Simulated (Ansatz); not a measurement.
## Sr: clamped-ion strain scan

These are results of Ansatz, DFT r2SCAN, scalar-relativistic, plane waves, PAW, not measurements. Cutoff 500 eV, Γ-centred 12×12×8 k-points, Gaussian smearing of 0.15 eV. No spin polarisation. Energies are free energies at this smearing, counted from the undisturbed cell; pressure is positive in compression.

The starting cell (as given, not relaxed at this level; it stands at 0.1 GPa; this form isn't the usual structure):

```
Sr
1.0
     4.31000    0.00000    0.00000
    -2.15500    3.73257    0.00000
     0.00000    0.00000    7.05000
Sr
2
Direct
  0.33333 0.66667 0.25000
  0.66667 0.33333 0.75000
```

The cell is strained by ε times the Voigt pattern (0, 0, 1, 0, 0, 0) (xx, yy, zz, yz, xz, xy; engineering shear) with fractional coordinates fixed. The cell is metallic on the mesh throughout.

| ε | ΔE (meV/atom) |
| --- | --- |
| -0.0200 | 3.6 |
| -0.0150 | 2.3 |
| -0.0100 | 1.3 |
| -0.0050 | 0.5 |
| 0.0000 | 0.0 |
| 0.0050 | -0.3 |
| 0.0100 | -0.3 |
| 0.0150 | 0.0 |
| 0.0175 | 0.2 |
| 0.0200 | 0.5 |

(1) Predict the stress summed along the pattern (GPa, tension positive) at each point.

## Answers

(1)
| ε | stress summed along the pattern (GPa, tension positive) |
| --- | --- |
| -0.0200 | -0.80 |
| -0.0150 | -0.66 |
| -0.0100 | -0.51 |
| -0.0050 | -0.37 |
| 0.0000 | -0.22 |
| 0.0050 | -0.08 |
| 0.0100 | 0.07 |
| 0.0150 | 0.21 |
| 0.0175 | 0.28 |
| 0.0200 | 0.35 |